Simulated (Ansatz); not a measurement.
**AlOs: zone-centre modes**

Level of theory: Ansatz, DFT LDA, scalar-relativistic, plane waves, PAW. Cutoff 420 eV, 14×14×14 k-points (Γ-centred), Fermi-Dirac smearing of 0.15 eV. No spin polarisation. Phonons by linear response, acoustic sum rule imposed.

The cell, relaxed at this level:
```yaml
crystal:
  lattice:
    - [2.97422, 0.00000, 0.00000]
    - [0.00000, 2.97422, 0.00000]
    - [0.00000, 0.00000, 2.97422]
  atoms:
    - { symbol: Al, position: [0.00000, 0.00000, 0.00000] }
    - { symbol: Os, position: [0.50000, 0.50000, 0.50000] }
```

In a metal, frequencies and elastic constants depend on the k mesh and the smearing, soft modes and shear constants most. Spin–orbit coupling is left out, which can shift energies with elements as heavy as these.

Optical modes at Γ; i marks an imaginary frequency:
| frequency (meV) | degeneracy |
| --- | --- |
| 40.7 | 3 |

All 3 optical modes at Γ are real: no displacement of atoms at fixed cell lowers the energy to second order. Strains and modes at other wave vectors aren't tested by this run.

Whether AlOs exists in this form wasn't checked.

Cost: 1 run of about 0.34 core-minutes, on Intel Xeon Platinum 8275CL (Skylake/Cascade Lake) (shared hosts).